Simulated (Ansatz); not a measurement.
TiS$_{2}$ (CdI2 type)

```
TiS2
1.0
    3.36050     0.00000     0.00000
   -1.68025     2.91028     0.00000
    0.00000     0.00000     5.52286
Ti S
1 2
Direct
  0.00000   0.00000   0.00000
  0.33333   0.66667   0.25856
  0.66667   0.33333   0.74144
```

The slice is a (1 -1 0 0) plane (indices of the conventional cell) through the point (0.000, 0.000, 0.000) (fractional), spanned by u = [110] and v = [001] in vectors of this cell: u (3.36 Å) and v (5.52 Å, at 90° to u). It covers one period; positions are fractions (u, v).

Level of theory: PBE-D3(BJ) (plane waves to 420 eV, PAW, scalar-relativistic; Ansatz, an electronic-structure program). k mesh 16×16×9. These are valence fields of a PAW run, semicore shells included where kept as valence: close to a nucleus they are smooth pseudo fields. At this level the bands of TiS2 touch or barely overlap. The PAW data are Ansatz's earlier set. TiS2 is run without spin polarisation. TiS2 was relaxed with its symmetry unable to fall.

Predict the map of the electron localisation function (ELF) on the slice.


```
|xx972123321279x|
|x98412466421489|
|664224788742246|
|111147999974111|
|001379999997310|
|002579999997520|
|012579999997521|
|001468999986410|
|001246888864210|
|000123555532100|
|000001111110000|
|000000000000000|
|000001111110000|
|000123555532100|
|001246888864210|
|001468999986410|
|012579999997521|
|002579999997520|
|001379999997310|
|111147999974111|
|664224788742246|
|x98412466421489|
|xx972123321279x|
|xxx7201221027xx|
```
Scale: ten equal steps from 0.01 (start of '0') to 0.80 (end of '9'), in the order '0123456789'. Values: electron localisation function (ELF). The map has 15 points along u (one character each, u = 0 at the left) and 24 along v (v = 0 in the bottom row). Points within 0.5 Å of a nucleus are blanked (x), as the pseudised field means little there.
